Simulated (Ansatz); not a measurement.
K3GaF6:
```xyz
10
Lattice="0.0000 4.3479 4.3479 4.3479 0.0000 4.3479 4.3479 4.3479 0.0000" Properties=species:S:1:pos:R:3 pbc="T T T"
K      2.1740     2.1740     2.1740
K      6.5219     6.5219     6.5219
K      4.3479     4.3479     4.3479
Ga     0.0000     0.0000     0.0000
F      1.8890     4.3479     4.3479
F      6.8069     4.3479     4.3479
F      4.3479     1.8890     4.3479
F      4.3479     6.8069     4.3479
F      4.3479     4.3479     1.8890
F      4.3479     4.3479     6.8069
```

Relaxed with r²SCAN. Special points in fractions of this cell's reciprocal vectors: Γ (0.000, 0.000, 0.000); X (0.500, 0.000, 0.500); U (0.625, 0.250, 0.625); K (0.375, 0.375, 0.750); L (0.500, 0.500, 0.500); W (0.500, 0.250, 0.750).

Q: List the band energies nearest the valence-band maximum at these points for plane-wave PAW r²SCAN (Ansatz code).

A: In eV from the valence-band maximum; about four levels below and three above (degenerate sets whole), none deeper than 8.9 eV; points with the same levels are listed once.

| k | below | above |
|---|---|---|
| Γ | -0.45 -0.45 -0.45 0.00 0.00 0.00 | 6.97 10.22 10.22 |
| X | -0.51 -0.51 -0.28 -0.28 -0.01 | 9.13 9.51 10.38 |
| U | -0.34 -0.23 -0.21 -0.06 | 9.23 9.78 10.08 |
| L | -0.26 -0.26 -0.11 -0.11 -0.09 | 8.82 9.34 11.11 11.11 |
| W | -0.33 -0.28 -0.12 -0.12 | 9.32 9.98 9.98 |

Space group Fm-3m. The first step of the workflow began from a Materials Project structure, measured or hypothetical; the Crystallography Open Database files this formula in space group No. 225, but the cells were not matched. Whether it is the stable phase at ambient conditions was not checked. The cell was relaxed with r²SCAN under the symmetry of its start; its stability against distortions is not shown here. Spin–orbit coupling is left out wherever it is not named.

Potentials: the later of the program's two PAW sets.
